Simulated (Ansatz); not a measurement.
MoSe: which magnetic state is lowest?

These are results of Ansatz, DFT PBE+U, scalar-relativistic, plane waves, PAW, not measurements.

```
Mo Se
1.0
     0.00000    2.83929    2.83929
     2.83929    0.00000    2.83929
     2.83929    2.83929    0.00000
Mo Se
1 1
Direct
  0.00000 0.00000 0.00000
  0.25000 0.25000 0.25000
```

* plane-wave cutoff: 420 eV
* Γ-centred k-mesh: 12×12×12
* occupation rule: Gaussian smearing, 0.05 eV
* U_eff on Löwdin-orthogonalised atomic d orbitals: Mo 1 eV
* list of starting moments (μB, in atom order): 2 0
* check for lower electronic states after the SCF: on

All runs keep this geometry, which isn't relaxed for the lowest state (largest force there 0.000 eV/Å, pressure 0.9 GPa) and needn't be a stable compound; relaxing each order can shift differences of a few meV. A propagation vector, in units of the reciprocal vectors, doubles the cell, which takes an equally dense mesh. Site moments are spin moments in atom-centred spheres that scale with the neighbour distance. The states are those that the runs reached from these starts; a lower one can exist.

Question: Order the starts by the energy of the state that they reach, lowest first.
A. antiferromagnetic, doubled cell, propagation vector (0, 1/2, 1/2)
B. ferromagnetic

Answer: B (0.00 meV/atom), A (1.63 meV/atom).

| start | ends | energy above lowest (meV/atom) | site moments (μB) | gap on mesh (eV) | P (GPa) |
| --- | --- | --- | --- | --- | --- |
| ferromagnetic | ferromagnetic | 0.00 | Mo +0.96 | metal | 0.9 |
| antiferromagnetic, doubled cell, propagation vector (0, 1/2, 1/2) | antiferromagnetic | 1.63 | Mo +1.26, Mo -1.26 | metal | 2.6 |

Cost: 2 runs of about 1.3 core-minutes in all, on Arm Neoverse V2 (shared hosts).